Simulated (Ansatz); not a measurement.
CoPtO$_{2}$ in space group R-3m (No. 166; Co on 3b, Pt on 3a, O on 6c), the program Ansatz at the PBE level (PAW), all energies at zero smearing, with the estimated change up to a 700 eV cutoff added, with one set of potentials and settings (totals compare only within such a set). Cell of 4 atoms (1 Co, 1 Pt, 2 O): -18784.151 eV.

```
element                                reference phase  E (eV/atom)
-------  ---------------------------------------------  -----------
Co       P6_3/mmc, 2 atoms in the cell, spin-polarised   -5126.1613
Pt                          Fm-3m, 1 atoms in the cell  -12524.7059
O            C2/m, 4 atoms in the cell, spin-polarised    -565.0042
```

Formation energy per atom, worked out: (-18784.151 − 1×(-5126.1613) − 1×(-12524.7059) − 2×(-565.0042))/4 = -0.819 eV/atom (-79 kJ per mol of atoms), at 0 K, without zero-point energy or fitted corrections.

Symmetry was held in the PBE relaxation. The run is not spin-polarised. No Hubbard U is applied. The references are the lowest solids computed at this level, not always the standard phases (solids in place of the gases). Scalar-relativistic: spin–orbit coupling is off unless named, which matters more the heavier the elements.

Potentials: the earlier of the program's two PAW sets.
